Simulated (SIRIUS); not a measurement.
Set-up for a self-consistent single point of MgZn₃S₄ (Pm, 8 atoms in the cell; from Materials Project mp-1221971, changed as shown).

```
MgZn3S4
1.0
    6.35409     0.00000     0.00000
    0.00000     3.88000     0.00000
   -0.00530     0.00000     6.73755
Mg Zn S
1 3 4
Direct
  0.50040   0.00000   0.66650
  0.49960   0.50000   0.16670
  0.99930   0.50000   0.83650
  0.99870   0.00000   0.32980
  0.11300   0.00000   0.66540
  0.12710   0.50000   0.16740
  0.63030   0.50000   0.84350
  0.62770   0.00000   0.32410
```

Method: LDA (PW92), PseudoDojo 0.4 standard norm-conserving LDA (tails mended) pseudopotentials (plane waves; SIRIUS).

SIRIUS settings:

* **parameters.ngridk**: 2 3 2
* **parameters.xc_functionals**: [XC_LDA_X, XC_LDA_C_PW]
* **parameters.gk_cutoff**: 9.165 1/bohr
* **parameters.pw_cutoff**: 18.331 1/bohr
* **parameters.smearing**: gaussian
* **parameters.smearing_width**: 0.000367493 Ha
* **potentials**: PseudoDojo 0.4 standard norm-conserving LDA (tails mended) pseudopotentials
* **parameters.electronic_structure_method**: pseudopotential
* **parameters.num_bands**: 56
* **parameters.num_mag_dims**: 0
* **parameters.num_dft_iter**: 100
* **parameters.energy_tol**: 1e-07 Ha
* **parameters.density_tol**: 1e-06
* **mixer.type**: broyden2
* **mixer.beta**: 0.7
* **mixer.use_hartree**: true

Results:

| Quantity | Value |
|---|---|
| Number of valence electrons | 94 |
| Number of bands | 56 |
| Number of k-points after the program's reduction | 8 |
| Number of plane waves (most at a k-point) | 14631 |
| Number of SCF iterations | 16 |
| FFT grid | 75 × 45 × 80 |
| Free energy E − TS | -19879.2622 eV |
| Pressure | -4.58 GPa |
| Largest force (vector length) | 0.166 eV/Å |

Forces (eV/Å):
| atom | Fx | Fy | Fz |
|---|---|---|---|
| Mg1 | 0.013 | 0.000 | 0.018 |
| Zn2 | 0.017 | 0.000 | -0.040 |
| Zn3 | -0.038 | 0.000 | 0.027 |
| Zn4 | -0.024 | 0.000 | 0.034 |
| S5 | -0.138 | 0.000 | -0.013 |
| S6 | 0.011 | 0.000 | -0.034 |
| S7 | 0.099 | 0.000 | 0.134 |
| S8 | 0.060 | 0.000 | -0.125 |

Stress (GPa, positive for compression):
```
-4.93   0.00  -0.01
 0.00  -3.94   0.00
-0.01   0.00  -4.88
```

For comparison: a first run was changed to give this one (volume scaled by 1.02), and from it to this one the free energy goes up by 10.1 meV/atom, the pressure goes from -3.38 to -4.58 GPa and the largest force moves little (0.163 to 0.166 eV/Å).

The structure comes from a collection of computed structures, made at another level of theory; the collection holds predicted forms beside known ones.

Cost on one core: roughly 120 core-seconds.

“Tails mended”: in these copies of the files the far tail of each local potential was reset to the Coulomb form.
